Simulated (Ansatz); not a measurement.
ZrTa:
```
CELL_PARAMETERS angstrom
      4.69310     0.00000     0.00000
      0.00000     3.55786     0.00000
      0.00000     0.00000     4.95980
ATOMIC_POSITIONS crystal
  Ta 0.25000 0.00000 0.80883
  Ta 0.75000 0.00000 0.19117
  Zr 0.25000 0.50000 0.27738
  Zr 0.75000 0.50000 0.72262
```

Relaxed with PBE.

**Question.** Which orbitals make up the states near the Fermi level in plane-wave PAW PBE (Ansatz code)?

**Answer.** Within 0.5 eV of the Fermi level: Ta 5d 46 %, Zr 4d 41 %, outside the projected shells 5 %. Projections are on Löwdin-orthogonalised atomic valence shells; empty p or d shells of many metals are not among them.

**Question.** Tabulate the density of states.

**Answer.** States/eV per cell of 4 atoms, in 0.25 eV bins, energy from the Fermi level.

| E (eV) | total | Ta 5d | Zr 4d | Ta 6s |
|---|---|---|---|---|
| -6.85 | 0.00 | 0.00 | 0.00 | 0.00 |
| -6.60 | 0.06 | 0.00 | 0.00 | 0.03 |
| -6.35 | 0.17 | 0.00 | 0.00 | 0.07 |
| -6.10 | 0.25 | 0.00 | 0.00 | 0.11 |
| -5.85 | 0.31 | 0.00 | 0.00 | 0.14 |
| -5.60 | 0.38 | 0.00 | 0.01 | 0.17 |
| -5.35 | 0.46 | 0.01 | 0.01 | 0.20 |
| -5.10 | 0.56 | 0.02 | 0.02 | 0.25 |
| -4.85 | 0.65 | 0.03 | 0.03 | 0.30 |
| -4.60 | 0.73 | 0.04 | 0.05 | 0.33 |
| -4.35 | 0.85 | 0.07 | 0.09 | 0.37 |
| -4.10 | 1.18 | 0.14 | 0.17 | 0.49 |
| -3.85 | 2.51 | 0.49 | 0.74 | 0.84 |
| -3.60 | 2.63 | 0.58 | 0.81 | 0.89 |
| -3.35 | 2.01 | 0.51 | 0.70 | 0.58 |
| -3.10 | 2.46 | 0.97 | 0.94 | 0.27 |
| -2.85 | 3.42 | 1.44 | 1.32 | 0.21 |
| -2.60 | 5.17 | 2.25 | 1.98 | 0.18 |
| -2.35 | 4.97 | 2.44 | 1.85 | 0.13 |
| -2.10 | 4.10 | 2.19 | 1.43 | 0.08 |
| -1.85 | 2.48 | 1.36 | 0.89 | 0.04 |
| -1.60 | 2.55 | 1.37 | 0.98 | 0.03 |
| -1.35 | 6.62 | 3.34 | 2.88 | 0.07 |
| -1.10 | 8.20 | 4.58 | 3.09 | 0.11 |
| -0.85 | 5.80 | 3.16 | 2.11 | 0.13 |
| -0.60 | 6.11 | 3.07 | 2.35 | 0.15 |
| -0.35 | 3.78 | 1.76 | 1.52 | 0.10 |
| -0.10 | 3.99 | 1.86 | 1.61 | 0.13 |
| 0.15 | 4.99 | 2.33 | 2.04 | 0.16 |
| 0.40 | 5.99 | 2.74 | 2.44 | 0.19 |
| 0.65 | 5.27 | 2.41 | 2.14 | 0.14 |
| 0.90 | 3.08 | 1.31 | 1.25 | 0.08 |
| 1.15 | 1.99 | 0.81 | 0.83 | 0.04 |
| 1.40 | 2.43 | 1.03 | 1.15 | 0.05 |
| 1.65 | 3.96 | 1.74 | 1.90 | 0.07 |
| 1.90 | 4.41 | 2.05 | 2.07 | 0.07 |
| 2.15 | 5.07 | 2.30 | 2.48 | 0.06 |

Space group Pmma. The start of the workflow was typed in or built on a structure type; neither database checked (COD, Materials Project) lists it. Whether it is the stable phase at ambient conditions was not checked. The cell was relaxed with PBE under the symmetry of its start; its stability against distortions is not shown here. The run is not spin-polarised. Spin–orbit coupling is left out wherever it is not named.

Potentials: the later of the program's two PAW sets.
